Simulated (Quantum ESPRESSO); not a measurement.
Simulation results for Al3GeAs4 (made-up cell)

All values are calculated (Quantum ESPRESSO 7.5). Calculation on a made-up crystal cell, not a measurement: periodic Kohn-Sham density functional theory in plane waves with PseudoDojo standard norm-conserving scalar-relativistic pseudopotentials, each functional with its own files (v0.5 for PBE, v0.4.1 for LDA and PBEsol), no spin polarisation, no spin-orbit coupling, atoms not relaxed, stress positive in tension, energies less a fixed whole-eV offset for each atom's element; levels are Kohn-Sham levels at fractions of this cell's reciprocal vectors, counted from the reference band (half the neutral cell's valence electrons, rounded up) at Gamma; error bars cover cutoff and k-mesh only, not smearing or the files; added strain carries the atoms with the cell, and shear is the tensor component; each bar is the largest change over components, and at least 0.002 eV, 0.002 eV per angstrom or 0.02 GPa; energies are for the whole cell, and the offsets were chosen from early runs and are not element reference energies.

Entry: Al3GeAs4 (made-up cell)

```cif
# cell vector a (Å): 5.7195 0.0000 0.0000
# cell vector b (Å): 0.0000 5.7195 0.0000
# cell vector c (Å): 0.0000 0.0000 5.7195
data_Al3GeAs4
_symmetry_space_group_name_H-M 'P 1'
_symmetry_Int_Tables_number 1
_cell_length_a 5.7195
_cell_length_b 5.7195
_cell_length_c 5.7195
_cell_angle_alpha 90.000
_cell_angle_beta 90.000
_cell_angle_gamma 90.000
_cell_volume 187.10
loop_
_atom_site_label
_atom_site_type_symbol
_atom_site_fract_x
_atom_site_fract_y
_atom_site_fract_z
_atom_site_occupancy
Al1 Al 0.99935 0.98869 0.98481 1
Al2 Al 0.00558 0.50835 0.50069 1
Ge1 Ge 0.51274 0.99673 0.49240 1
Al3 Al 0.50686 0.49471 0.97717 1
As1 As 0.26619 0.23006 0.24348 1
As2 As 0.26004 0.75005 0.75797 1
As3 As 0.75667 0.27850 0.76334 1
As4 As 0.75538 0.75585 0.27857 1
```

* lattice type: zincblende/diamond
* functional: pbe
* cutoff: 1143 eV
* fermi dirac smearing: 0.1 eV
* scf tolerance: 1e-07 eV
* electrons removed: 0
* k mesh: 6 x 6 x 6, shifted by half a step
* free energy less offsets: 3.8 eV
* smearing term minus ts: -0.0612 eV
* scf iterations: 10
* pressure: 3.129 GPa
* stress xx: -3.67 GPa
* stress yy: -3.091 GPa
* stress zz: -2.626 GPa
* stress yz: -0.4704 GPa
* stress xz: 1.527 GPa
* stress xy: 3.893 GPa
* fermi level: 1.117 eV
* reference band: 42
* error bar energy: 0.009893 eV
* error bar stress: 0.04523 GPa
* error bar force: 0.01182 eV/Å
* error bar next band up: 0.002 eV
* error bar fermi level: 0.03033 eV
* error bars from: tighter rerun of this cell

Atoms:
| atoms element | atom site | atom energy offset (eV) |
| --- | --- | --- |
| Al | 1 | -64 |
| Al | 2 | -64 |
| Ge | 3 | -2430 |
| Al | 4 | -64 |
| As | 5 | -2887 |
| As | 6 | -2887 |
| As | 7 | -2887 |
| As | 8 | -2887 |

Forces:
| site | x (eV/Å) | y (eV/Å) | z (eV/Å) |
| --- | --- | --- | --- |
| 1 | -0.3043 | 0.4434 | 0.9089 |
| 2 | 0.8642 | -0.6648 | 0.03701 |
| 3 | -0.4045 | 0.9527 | 1.574 |
| 4 | -0.7439 | 0.8511 | 2.322 |
| 5 | -0.9856 | 1.148 | -0.5877 |
| 6 | -0.3199 | -0.144 | -0.636 |
| 7 | 1.338 | -1.618 | -1.17 |
| 8 | 0.5559 | -0.9677 | -2.449 |

Levels:
| level k point | next band up (eV) |
| --- | --- |
| Gamma | 0.6812 |
| (1/2,1/2,1/2) | 1.426 |
| (0.15,0,0) | 0.9663 |
| (0,0.15,0) | 1.068 |
| (0,0,0.15) | 0.9496 |
